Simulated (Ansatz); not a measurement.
InP:
```cif
data_In3P3
_chemical_formula_sum 'In3 P3'
_space_group_name_H-M_alt 'P6422'
_space_group_IT_number 181
_space_group_name_Hall 'P 64 2 (0 0 2)'
_cell_length_a 4.13870
_cell_length_b 4.13870
_cell_length_c 9.35244
_cell_angle_alpha 90.000
_cell_angle_beta 90.000
_cell_angle_gamma 120.000
loop_
_atom_site_label
_atom_site_type_symbol
_atom_site_symmetry_multiplicity
_atom_site_Wyckoff_symbol
_atom_site_fract_x
_atom_site_fract_y
_atom_site_fract_z
_atom_site_occupancy
In1 In 3 c 0.50000 0.00000 0.00000 1
P1 P 3 d 0.50000 0.00000 0.50000 1
```

Relaxed with r²SCAN. DFT-r²SCAN in the program Ansatz with PAW potentials gives a gap of 0.41 eV.

Problem. What gap does HSE06 give on the same cell (Ansatz, PAW)?

Solution. 0.66 eV, 0.24 eV more. The hybrid was solved on a coarser mesh and at special points; its gap is the smallest among all of these.

Cost on shared cores: the r²SCAN run (SCF on a 8×8×3 mesh, then bands and DOS) roughly 4 core-minutes, the HSE06 run (SCF on 5×5×2, then a few points) around 2.8 core-minutes (rough); the tasks are unlike.

Space group P6_422. The start of the workflow was typed in or built on a structure type; neither database checked (COD, Materials Project) lists it. It is not the phase usual at ambient conditions (space group No. 216). The r²SCAN relaxation kept the symmetry of its start; whether a distortion lowers the energy is not shown. Spin–orbit coupling is left out wherever it is not named.

Potentials: the earlier of the program's two PAW sets.
